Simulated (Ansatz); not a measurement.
GeOS (Janus 1T monolayer) at its r2SCAN geometry, run in Ansatz at 2 levels of theory. The cell comes from a prototype generator: it can be a known phase or a hypothetical one. No magnetic order is allowed.

The HSE06+SOC input:
```yaml
crystal:
  lattice:
    - [3.158135464, 0.0, 0.0]
    - [-1.579067732, 2.7350255404, 0.0]
    - [0.0, 0.0, 28.6526853976]
  atoms:
    - { symbol: Ge, position: [0.0, 0.0, 0.3200238476] }
    - { symbol: O, position: [0.3333333333, 0.6666666667, 0.3516694159] }
    - { symbol: S, position: [0.6666666667, 0.3333333333, 0.2706267887] }
  periodic: [true, true, false]
kpoints:
  mp_grid: { grid: [6, 6, 1] }
  band_path:
    path: [[0.0, 0.0, 0.0], [0.5, 0.0, 0.0], [0.3333333333, 0.3333333333, 0.0]]
    npoints: 1
hamiltonian:
  xc: hse06
scf:
  occupations: { method: fixed }
  n_extra_bands: 8
magnetization:
  noncollinear: true
  spin_orbit: true
output:
  eigenvalues: true
```

Main results, then, where recorded, the levels near the gap in eV from the Fermi energy (columns number the bands from 0), one row a point of the path (Γ, M, K):
```
Crystal: 3 atoms, lattice volume = 247.490 Å³
Symmetry: 6 space group operations + 6 with time reversal
Magnetic group: BNS 156.50 (UNI 1280)
```
```
Basis set: ecut = 420 eV, 4811 PW (Γ)
k-points: 7 of 36 (time reversal used)
Exchange kernel: α = 0.2500, screened, ω = 0.2079 Å⁻¹, Wigner–Seitz truncation, v(0) = 1044.2936 eV·Å³, q-mesh 6×6×1
hybrid outer 1: dexx = +1.365e-2 eV, tail = 4.27e-5 eV
hybrid outer 2: dexx = +6.509e-7 eV, tail = 7.25e-8 eV, Δε = 2.76e-3 eV
hybrid SCF converged: 2 outer / 10 inner (+8 warm-up)
Free energy (F): -5764.052474 eV
Fermi energy:    -6.595098 eV
```
```tsv
band_18	band_19	band_20	band_21	band_22	band_23	band_24	band_25	band_26	band_27	band_28	band_29	band_30	band_31
-3.888	-3.888	-2.724	-2.724	-0.097	-0.097	0.000	0.000	1.578	1.578	5.913	5.913	6.304	6.304
-5.303	-5.303	-3.952	-3.952	-2.146	-2.146	-1.279	-1.279	1.884	1.884	6.125	6.125	7.639	7.639
-6.221	-6.203	-5.564	-5.553	-2.679	-2.654	-1.784	-1.781	3.638	3.647	6.788	6.890	8.365	8.367
```

HSE06+SOC gives a direct gap of 1.58 eV at Γ.

PBE0. Against the first input these blocks differ (the band path and keys that only write files left aside):
```yaml
hamiltonian:
  xc: pbe0
scf:
  occupations: { method: fixed }
  n_extra_bands: 4
output:
  forces: true
  stress: true
  eigenvalues: true
```
(magnetization left out)

```
Basis set: ecut = 420 eV, 4811 PW (Γ)
k-points: 7 of 36 (time reversal used)
hybrid outer 1: dexx = +1.823e-2 eV, tail = 5.43e-5 eV
hybrid outer 2: dexx = +1.171e-6 eV, tail = 2.66e-8 eV, Δε = 1.80e-3 eV, ΔF = 2.14e-2 eV/Å
hybrid outer 3: dexx = +4.163e-10 eV, tail = 3.16e-10 eV, Δε = 4.20e-5 eV, ΔF = 2.18e-4 eV/Å
hybrid SCF converged: 3 outer / 16 inner (+5 warm-up)
Free energy (F): -5765.052151 eV
Fermi energy:    -7.014182 eV
--- Forces (eV/Å), atoms counted from 1 ---
  atom   1  Ge      0.00000      0.00000      0.07374
  atom   2  O       0.00000      0.00000    -0.24625
  atom   3  S       0.00000      0.00000      0.17251
--- 2D stress c σ (N/m, compression-positive) ---
       -0.936892       0.000000       0.000000
        0.000000      -0.936892       0.000000
        0.000000       0.000000       0.000000
  P = ½ c Tr σ = -0.9369 N/m
```
```tsv
band_9	band_10	band_11	band_12	band_13	band_14	band_15
-3.878	-2.711	0.000	0.000	2.330	6.536	7.046
-5.282	-3.940	-2.121	-1.239	2.647	6.908	8.430
-6.216	-5.556	-2.653	-1.752	4.433	7.631	9.168
```

With PBE0 the gap is 2.33 eV and direct, at Γ. The mean in-plane stress at these positions is -0.9 N/m, compression counted positive. The stress of a hybrid is loosely converged here.

Totals of different functionals, or with and without spin-orbit coupling, can't be compared.

Only the levels marked +SOC include spin-orbit coupling.

The meshes of the hybrids are coarse, so their gaps aren't converged to the digits shown.
